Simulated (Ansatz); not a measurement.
MgCu$_{2}$SiS$_{4}$:
Space group Pmn2₁ (No. 31); a = 7.519 Å, b = 6.346 Å, c = 6.132 Å, α = 90.00°, β = 90.00°, γ = 90.00°

```json
[
 {"atom": "Mg", "site": "2a", "symmetry": "m..", "x": "0.0000", "y": "0.3437", "z": "0.4969"},
 {"atom": "Si", "site": "2a", "symmetry": "m..", "x": "0.5000", "y": "0.3212", "z": "0.4989"},
 {"atom": "Cu", "site": "4b", "symmetry": "1", "x": "0.2480", "y": "0.1778", "z": "0.0069"},
 {"atom": "S", "site": "4b", "symmetry": "1", "x": "0.2711", "y": "0.1591", "z": "0.3741"},
 {"atom": "S", "site": "2a", "symmetry": "m..", "x": "0.0000", "y": "0.6993", "z": "0.3487"},
 {"atom": "S", "site": "2a", "symmetry": "m..", "x": "0.0000", "y": "0.3549", "z": "0.8984"}
]
```

This is the PBEsol-relaxed structure.

**Question.** All from PBEsol in the plane-wave PAW code Ansatz, unless another level is named. Estimate the band gap.

**Answer.** 1.73 eV (direct).

**Question.** Predict the formation energy from the elements (no fitted shifts).

**Answer.** -0.74 eV/atom.

**Question.** Predict the electron effective mass.

**Answer.** 0.22, 0.22, 0.26 mₑ (principal values).

**Question.** Next, the weight of the conduction-edge state by species (Voronoi cells)?

**Answer.** S 47 %, Mg 19 %, Cu 19 %, Si 15 %.

**Question.** And the valence-band maximum?

**Answer.** at Γ.

**Question.** Next, the weight of the valence-edge state by species (Voronoi cells)?

**Answer.** Cu 55 %, S 40 %, Si 3 %.

Space group Pmn2_1. The first step of the workflow began from a Materials Project structure, measured or hypothetical; the Crystallography Open Database files this formula in space group No. 31, but the cells were not matched. Its standing as an ambient phase is unchecked. Symmetry was held in the PBEsol relaxation; whether a distortion lowers the energy is not shown. The run is not spin-polarised. The references are the lowest solids computed at this level, not always the standard phases.

Potentials: the later of the program's two PAW sets.
